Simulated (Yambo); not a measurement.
**Convergence of the G0W0 gap of CdZnSe2**

G0W0@PBEsol for CdZnSe$_{2}$ (space group P3m1, No. 156) in Yambo. Reference settings: 3×3×2 Γ-centred k mesh, bands 37 to 342 and a 7 Ry block in the screening, 342 bands in G with the Bruneval-Gonze terminator, plasmon pole fitted at 27.2 eV. The PBEsol gap Γ → Γ on this mesh is 0.53 eV; G0W0 gaps are taken between the same points.

```tsv
change from the reference	G0W0 gap Γ → Γ (eV)	shift of the valence edge (eV)	rough Yambo cost
reference settings	1.84	-1.10	1
152 bands in W, 152 bands in G	1.92	-0.90	about 1/2
234 bands in W, 234 bands in G	1.86	-1.03	within a factor of two
152 bands in G	1.85	-1.05	–
234 bands in G	1.84	-1.09	–
180 bands in W	1.89	-0.99	within a factor of two
1 Ry block	1.80	-0.89	within a factor of two
3 Ry block	1.73	-0.97	within a factor of two
6 Ry block	1.80	-1.07	within a factor of two
pole fitted at 55 eV	1.85	-1.18	–
no random integration	1.80	-0.90	–
3×3×1 mesh	1.72	-0.99	about 1/3
152 bands in G, no terminator	1.75	-0.62	–
234 bands in G, no terminator	1.78	-0.87	–
no terminator	1.81	-1.00	–
```

The reference isn't shown to be the converged limit. Costs are rough (shared machines), scaled to the same edge states, and given only for runs that recompute the screening.

The standard potential for Se keeps a d shell in the valence without the s and p states of that shell. In tests on such compounds this moved G0W0 gaps by up to about 0.9 eV, so absolute quasiparticle energies here are unreliable; differences between settings are what counts.

Spin-orbit coupling is included.

Geometry relaxed with PBEsol; primitive cell a = 4.1246 Å, b = 4.1246 Å, c = 6.8266 Å, α = 90.00°, β = 90.00°, γ = 120.00°.

The structure is a Materials Project entry; no match was found in the copy of COD used, and its stability was not checked.

A shift is the quasiparticle energy of the state minus its PBEsol energy.
